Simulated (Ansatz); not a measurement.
CdH$_{6}$N$_{2}$Cl$_{2}$ in space group C2/m (No. 12; Pearson symbol mS22), plane-wave PAW r²SCAN+D4 (Ansatz code). The conduction-band minimum lies at Γ, with 1 equivalent valley. Second derivatives d²E/dk² of the lowest band at one valley (eV·Å²), along Cartesian directions:

```csv
direction,d²E/dk²
[100],19.63
[010],19.20
[001],20.24
[110],19.41
[101],20.59
[011],19.72
```

Problem. Find the principal effective masses, the density-of-states mass and the conductivity mass.

Solution. Off-diagonal terms follow from H_xy = H[110] − (H_xx + H_yy)/2, and m*/mₑ = 7.620 eV·Å² over each eigenvalue: 0.37, 0.40, 0.40. One valley's DOS mass (m₁m₂m₃)^(1/3) = 0.39, conductivity mass 3/(Σ 1/mᵢ) = 0.39 mₑ.

Problem. What effective density of states Nc follows at 300 K for parabolic valleys?

Solution. Nc = 2.509e19 × 1 × (0.39)^(3/2) ≈ 6.1e18 cm⁻³.

The first step of the workflow began from a Materials Project structure, measured or hypothetical; the Crystallography Open Database copy checked does not list it. Its standing as an ambient phase is unchecked. The r²SCAN+D4 relaxation kept the symmetry of its start; whether a distortion lowers the energy is not shown. Point labels and valley counts follow the cell and symmetry of the run, lower than the named group. Scalar-relativistic: spin–orbit coupling is off unless named, which matters more the heavier the elements.

Potentials: the later of the program's two PAW sets.

Edges and masses are those of Kohn–Sham bands, whose gap is no quasiparticle gap.
